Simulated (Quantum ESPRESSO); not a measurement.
# W4Sc2ReSn: input and log of a self-consistent run

Computed values, not a measurement. The program is pw.x of Quantum ESPRESSO 7.5 (plane-wave density functional theory). The cell is made up: eight metal atoms on a face-centred cubic lattice, with elements, volume, strain and displacements drawn at random and not relaxed, so it may be unstable or far from any real phase. PseudoDojo standard norm-conserving files set the functional (PBE unless stated); there is no spin polarisation or spin-orbit coupling, the Fermi-Dirac width of 0.25 eV means electrons at about 2900 K, and the masses in the input are unused placeholders. The tin pseudopotential is less sure than most, with forces differing by about three percent from a second method on plain tin. Heavy elements are run without spin-orbit coupling, which real alloys of them have. A spin test at this wide smearing found no moment, but such smearing suppresses magnetism that the real alloy may have.

Input:

```
&control calculation='scf', pseudo_dir='./dojo.nc.sr.pbe.v0_5.standard.upf', outdir='./o', disk_io='minimal', tprnfor=.true., tstress=.true. /
&system ibrav=0, nat=8, ntyp=4, nbnd=71, ecutwfc=84.00895049, nosym=.true., tot_charge=0,
 occupations='smearing', smearing='fd', degauss=0.0183746611
/
&electrons conv_thr=1.470e-08, electron_maxstep=70, mixing_beta=0.5 /
ATOMIC_SPECIES
Re 1.0 Re.upf
Sc 1.0 Sc.upf
Sn 1.0 Sn.upf
W 1.0 W.upf
CELL_PARAMETERS angstrom
0.0 -2.1385 -2.1385
0.0 4.277 -4.277
8.5541 0.0 0.0
ATOMIC_POSITIONS angstrom
W -0.0487 -0.0366 0.0871
W 4.3463 0.0055 -0.0583
W -0.0006 2.1702 -2.185
Sc 4.2649 2.164 -2.2823
Sc 2.0512 0.0093 -2.2085
Re 6.4724 -0.0384 -2.0422
W 2.3342 2.0978 -4.4333
Sn 6.4753 2.2555 -4.392
K_POINTS automatic
8 4 3 1 1 1
```

The log is shortened where brackets say so; the opening notice, blank lines, dates and the lines on written files are dropped, and the path of the files is cut. It prints rydbergs, bohrs and kilobars, and counts compression as positive stress. Its total energy is the free energy E - TS of the whole cell.

```
     Program PWSCF v.7.5
     Parallel version (MPI & OpenMP), running on       4 processor cores
     Number of MPI processes:                 4
     Threads/MPI process:                     1
     [start-up lines left out]
     bravais-lattice index     =            0
     lattice parameter (alat)  =       5.7151  a.u.
     unit-cell volume          =    1055.9648 (a.u.)^3
     number of atoms/cell      =            8
     number of atomic types    =            4
     number of electrons       =       107.00
     number of Kohn-Sham states=           71
     kinetic-energy cutoff     =      84.0090  Ry
     charge density cutoff     =     336.0358  Ry
     scf convergence threshold =      1.5E-08
     mixing beta               =       0.5000
     number of iterations used =            8  plain     mixing
     Exchange-correlation= PBE
                           (   1   4   3   4   0   0   0)
     [axes and pseudopotential details left out]
   Cartesian axes
     site n.     atom                  positions (alat units)
         1        W      tau(   1) = (  -0.0161029  -0.0121020   0.0288001  )
         2        W      tau(   2) = (   1.4371280   0.0018186  -0.0192772  )
         3        W      tau(   3) = (  -0.0001984   0.7175886  -0.7224823  )
         4        Sc     tau(   4) = (   1.4102126   0.7155385  -0.7546550  )
         5        Sc     tau(   5) = (   0.6782406   0.0030751  -0.7302527  )
         6        Re     tau(   6) = (   2.1401346  -0.0126972  -0.6752647  )
         7        W      tau(   7) = (   0.7718161   0.6936491  -1.4658950  )
         8        Sn     tau(   8) = (   2.1410935   0.7457935  -1.4522389  )
     number of k points=    48  Fermi-Dirac smearing, width (Ry)=  0.0184
                       cart. coord. in units 2pi/alat
        k(    1) = (   0.0589249   0.0000000  -0.0883883), wk =   0.0416667
        k(    2) = (  -0.1767746   0.0000000  -0.0883883), wk =   0.0416667
     [further k points left out]
     Dense  grid:   109909 G-vectors     FFT dimensions: (  36,  72,  96)
     Estimated max dynamical RAM per process >     385.86 MB
     Estimated total dynamical RAM >       1.43 GB
     Initial potential from superposition of free atoms
     starting charge     106.9908, renormalised to     107.0000
     Starting wfcs are   79 randomized atomic wfcs
     total cpu time spent up to now is        7.8 secs
     per-process dynamical memory:   298.8 Mb
     Self-consistent Calculation
     iteration #  1     ecut=    84.01 Ry     beta= 0.50
     Davidson diagonalization with overlap
     ethr =  1.00E-02,  avg # of iterations =  2.3
     Threshold (ethr) on eigenvalues was too large:
     Diagonalizing with lowered threshold
     Davidson diagonalization with overlap
     ethr =  8.93E-04,  avg # of iterations =  3.2
     total cpu time spent up to now is       39.4 secs
     total energy              =   -1130.76090112 Ry
     estimated scf accuracy    <       1.02913884 Ry
     iteration #  2     ecut=    84.01 Ry     beta= 0.50
     Davidson diagonalization with overlap
     ethr =  9.62E-04,  avg # of iterations =  9.2
     total cpu time spent up to now is       64.9 secs
     total energy              =   -1128.86891252 Ry
     estimated scf accuracy    <      46.97160414 Ry
     iteration #  3     ecut=    84.01 Ry     beta= 0.50
     Davidson diagonalization with overlap
     ethr =  9.62E-04,  avg # of iterations =  7.6
     total cpu time spent up to now is       85.1 secs
     total energy              =   -1131.05810524 Ry
     estimated scf accuracy    <       3.56495411 Ry
     iteration #  4     ecut=    84.01 Ry     beta= 0.50
     Davidson diagonalization with overlap
     ethr =  9.62E-04,  avg # of iterations =  2.1
     total cpu time spent up to now is       99.7 secs
     total energy              =   -1131.23669544 Ry
     estimated scf accuracy    <       0.88736156 Ry
     iteration #  5     ecut=    84.01 Ry     beta= 0.50
     Davidson diagonalization with overlap
     ethr =  8.29E-04,  avg # of iterations =  1.2
     total cpu time spent up to now is      113.1 secs
     total energy              =   -1131.29131897 Ry
     estimated scf accuracy    <       0.25037893 Ry
     [iterations 6 to 14 left out]
     iteration # 15     ecut=    84.01 Ry     beta= 0.50
     Davidson diagonalization with overlap
     ethr =  5.45E-08,  avg # of iterations =  1.0
     total cpu time spent up to now is      280.0 secs
     total energy              =   -1131.32221395 Ry
     estimated scf accuracy    <       0.00000841 Ry
     iteration # 16     ecut=    84.01 Ry     beta= 0.50
     Davidson diagonalization with overlap
     ethr =  7.86E-09,  avg # of iterations =  5.6
     total cpu time spent up to now is      297.0 secs
     total energy              =   -1131.32221476 Ry
     estimated scf accuracy    <       0.00000091 Ry
     iteration # 17     ecut=    84.01 Ry     beta= 0.50
     Davidson diagonalization with overlap
     ethr =  8.51E-10,  avg # of iterations =  4.5
     total cpu time spent up to now is      314.8 secs
     total energy              =   -1131.32221487 Ry
     estimated scf accuracy    <       0.00000053 Ry
     iteration # 18     ecut=    84.01 Ry     beta= 0.50
     Davidson diagonalization with overlap
     ethr =  4.98E-10,  avg # of iterations =  2.1
     total cpu time spent up to now is      328.9 secs
     total energy              =   -1131.32221493 Ry
     estimated scf accuracy    <       0.00000034 Ry
     iteration # 19     ecut=    84.01 Ry     beta= 0.50
     Davidson diagonalization with overlap
     ethr =  3.17E-10,  avg # of iterations =  1.0
     total cpu time spent up to now is      341.7 secs
     End of self-consistent calculation
     [lines on levels left out]
!    total energy              =   -1131.32221495 Ry
     estimated scf accuracy    <          6.6E-09 Ry
     smearing contrib. (-TS)   =      -0.13275350 Ry
     internal energy E=F+TS    =   -1131.18946145 Ry
     The total energy is F=E-TS. E is the sum of the following terms:
     one-electron contribution =    -258.33842029 Ry
     hartree contribution      =     177.20470956 Ry
     xc contribution           =    -242.97431905 Ry
     ewald contribution        =    -807.08143167 Ry
     convergence has been achieved in  19 iterations
     Forces acting on atoms (cartesian axes, Ry/au):
     atom    1 type  4   force =     0.01986927    0.00971726   -0.01456830
     atom    2 type  4   force =    -0.00289191    0.01481800   -0.00691707
     atom    3 type  4   force =    -0.02508583    0.00378292   -0.00794539
     atom    4 type  2   force =     0.04817871   -0.01899768    0.02074980
     atom    5 type  2   force =    -0.00669606   -0.00884198    0.01730708
     atom    6 type  1   force =     0.03615096    0.01548141   -0.02096854
     atom    7 type  4   force =    -0.06243561    0.02483328   -0.02680270
     atom    8 type  3   force =    -0.00708952   -0.04079322    0.03914512
     Total force =     0.125241     Total SCF correction =     0.000380
     Computing stress (Cartesian axis) and pressure
          total   stress  (Ry/bohr**3)                   (kbar)     P=     -126.94
  -0.00080863  -0.00007595   0.00006998         -118.95      -11.17       10.29
  -0.00007595  -0.00085944   0.00006904          -11.17     -126.43       10.16
   0.00006998   0.00006904  -0.00092078           10.29       10.16     -135.45
     init_run     :      7.20s CPU      7.46s WALL (       1 calls)
     electrons    :    332.89s CPU    333.90s WALL (       1 calls)
     forces       :      3.00s CPU      3.02s WALL (       1 calls)
     stress       :     10.52s CPU     10.75s WALL (       1 calls)
     [timing details left out]
     PWSCF        :   5m53.99s CPU   5m55.52s WALL
     JOB DONE.
```

In other units: free energy -15392.423 eV for the cell, pressure -12.69 GPa, largest force component 1.605 eV/Å in size. The run took 357 s of wall time with four MPI processes on a shared machine (Intel Xeon, 2023 or later, virtual cores), so the time is rough. A rerun of this cell at a higher cutoff and on a denser mesh moved values by no more than 0.004 eV in energy, 0.02 GPa in stress and 0.005 eV/Å in force, and a second program with other atomic files agreed on that cell to 2 % rms in force and 0.5 GPa in pressure.